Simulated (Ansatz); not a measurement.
## Ti: stiffness from a series of strains

```
CELL_PARAMETERS angstrom
0.00000 2.03000 2.03000
2.03000 0.00000 2.03000
2.03000 2.03000 0.00000
ATOMIC_POSITIONS crystal
Ti 0.00000 0.00000 0.00000
```

The geometry is COD entry 1534878, unchecked; take it as a test cell.

All numbers below come from DFT, LDA, all-electron LAPW, scalar-relativistic in Ansatz 0.2.0.

Settings: a Γ-centred 15×15×15 k mesh, Fermi–Dirac smearing of 0.05 eV, basis error target 0.25 meV/atom, no spin polarisation.

The strain is applied along the Cartesian axes of the cell as listed (the other components stay zero). Fractional coordinates are held (clamped ions).

σ is the change of stress from the unstrained cell, which is at -4.82 GPa; tension is positive, so slopes are stress–strain coefficients at that pressure. In a metal the k mesh adds noise.

Only quantities that a quadratic follows smoothly over the whole series are listed; rougher ones are left out.

```csv
εzz,σzz (GPa),σxx (GPa)
-0.0300,-4.19,-2.96
-0.0100,-1.34,-0.94
0.0000,0.00,0.00
0.0100,1.26,0.92
0.0200,2.43,1.81
0.0300,3.55,2.67
```

Fit the series and read off the stiffness at zero strain.

Least-squares fits y = p0 + p1 x + p2 x² to the rows give σzz (GPa): p1 = 129, p2 = -350; σxx (GPa): p1 = 93.7, p2 = -170. So C11 = 129 GPa and C12 = 94 GPa, which gives B = (C11 + 2 C12)/3 = 106 GPa.

One run, at εzz = -0.0200, is withheld. Predict its row.

The fits give -2.73, -1.94; the run gave -2.75, -1.93.
